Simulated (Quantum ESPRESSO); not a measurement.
# Planted mistakes on one cell of AlHf3FO7

The results below are calculated, not measured. They come from pw.x of Quantum ESPRESSO 7.5, a plane-wave density functional program, with PseudoDojo standard norm-conserving files (v0.5 for PBE, v0.4.1 for LDA and PBEsol). The cells are made up: elements, strain and atom displacements were drawn at random, and nothing was relaxed. There is no spin polarisation, spin-orbit coupling or dispersion term.

The hafnium file is less sure than the others, with forces about 3 percent (worst 6) and pressure in oxides about 1.5 GPa (worst 2.7) from a second method in checks, which no rerun with the same files tests.

The cell has 12 sites of a rutile lattice (two cells along c). Sites 1 to 4 hold Al Hf Hf Hf; sites 5 to 12 hold F O O O O O O O. Cell vectors in Å: (4.923, -0.091, 0.050); (-0.091, 4.973, 0.027); (0.066, 0.035, 6.336). Settings: PBE, cutoff 1143 eV, 5 x 5 x 4 k mesh shifted by half a step, Fermi-Dirac smearing of 0.025 eV.

The intended run has a self-consistency threshold of 1e-07 eV, a smearing term of 0.000 eV, a pressure of -8.65 GPa and 14 iterations. Each further run changes one thing: atoms of sites 5 and 6 exchanged; cutoff 631 eV; one electron added; smearing 0.35 eV; threshold 0.1 eV. A coarse mesh keeps the shift, and a charged cell sits in a uniform background.

```
run  change of free energy (eV)  smearing term -TS (eV)  change of P (GPa)  largest change of a force component (eV/Å)  iterations
  A                       9.147                   0.000             -40.00                                       0.065          13
  B                       0.026                   0.000              -1.04                                       0.094           6
  C                       0.068                   0.000               0.11                                       3.520          14
  D                      -0.007                  -0.051               0.05                                       0.011          13
  E                      11.491                  -0.006              17.24                                       1.018          14
```

A rerun of the intended cell at 1437 eV and k mesh 7 x 7 x 6 moved values by no more than 0.004 eV in the cell's energy, 0.03 GPa in stress and 0.002 eV/Å in force.

Question: which change belongs to which run?

## Worked reading

Run B has the fewest iterations, as a run stopped early does. Run D has the largest smearing term, as wide smearing gives. Run A has a higher energy and the largest fall in pressure, as too small a basis gives. Energies from files of another functional, or of a charged cell, have another zero and say nothing on stability; the pressure of a charged cell rests on the program's zero of potential too.

## Key

```
run,change
A,cutoff 631 eV
B,threshold 0.1 eV
C,atoms of sites 5 and 6 exchanged
D,smearing 0.35 eV
E,one electron added
```